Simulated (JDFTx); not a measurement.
Reference run:

```json
{
 "surface": "Pt(111)",
 "bulk": "Pt, Fm-3m, lattice of mp-126 (not re-optimised)",
 "slab": "4 atoms in 4 planes, 1x1, 6.8 Å between the outermost planes",
 "in-plane cell": "2.788 × 2.788 Å, 6.73 Å²",
 "cell_height": "22.8 Å",
 "sampling": "8×8×1 k mesh, Fermi smearing 0.01 Ha, no spin polarisation"
}
```

Reference level: PBE, GBRV ultrasoft potentials, plane waves to 20/100 Ha, in JDFTx (a modified build). Unrelaxed; liquid: linear PCM (GLSSA13), water, 1 M NaF. Potentials are on the SHE scale by the convention U = −μ/e − 4.44 V; references calibrated for a solvation model differ from this value.

| density cutoff alone | work function (eV) | U_pzc (V) | mean C below U_pzc (μF/cm²) | k states × plane waves | cycles, vacuum run | rough core time, vacuum run |
|---|---|---|---|---|---|---|
| 80 Ha | 5.61 | 0.96 | 13 over 0.5 V | 10 × 4427 | 18 | 2 min |
| 100 Ha | 5.61 | 0.96 | 13 over 0.5 V | 10 × 4427 | 18 | 3 min |
| 130 Ha | 5.61 | 0.95 | – | 10 × 4427 | 18 | 3 min |
| 200 Ha | 5.61 | 0.96 | 13 over 0.5 V | 10 × 4427 | 18 | 4 min |

The work function stays within 0.01 eV over all these settings; capacitances repeat to about ±0.2 μF/cm². Core times come from shared machines and are rough, one run each.
